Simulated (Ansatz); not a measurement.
Al2O3 (corundum, R-3c), plane-wave PAW PBE (Ansatz code). The conduction-band minimum lies at Γ, with 1 equivalent valley. Second derivatives d²E/dk² of the lowest band at one valley (eV·Å²), along Cartesian directions:

| direction | d²E/dk² |
|---|---|
| [100] | 20.85 |
| [010] | 20.85 |
| [001] | 19.81 |
| [110] | 20.85 |
| [101] | 20.33 |
| [011] | 20.33 |

Task: Find the principal effective masses, the density-of-states mass and the conductivity mass.

Result: Off-diagonal terms follow from H_xy = H[110] − (H_xx + H_yy)/2, and m*/mₑ = 7.620 eV·Å² over each eigenvalue: 0.37, 0.37, 0.38. One valley's DOS mass (m₁m₂m₃)^(1/3) = 0.37, conductivity mass 3/(Σ 1/mᵢ) = 0.37 mₑ.

Task: What effective density of states Nc follows at 300 K for parabolic valleys?

Result: Nc = 2.509e19 × 1 × (0.37)^(3/2) ≈ 5.6e18 cm⁻³.

The PBE relaxation kept the symmetry of its start.

Potentials: the earlier of the program's two PAW sets.

Edges and masses are those of Kohn–Sham bands, whose gap is no quasiparticle gap.
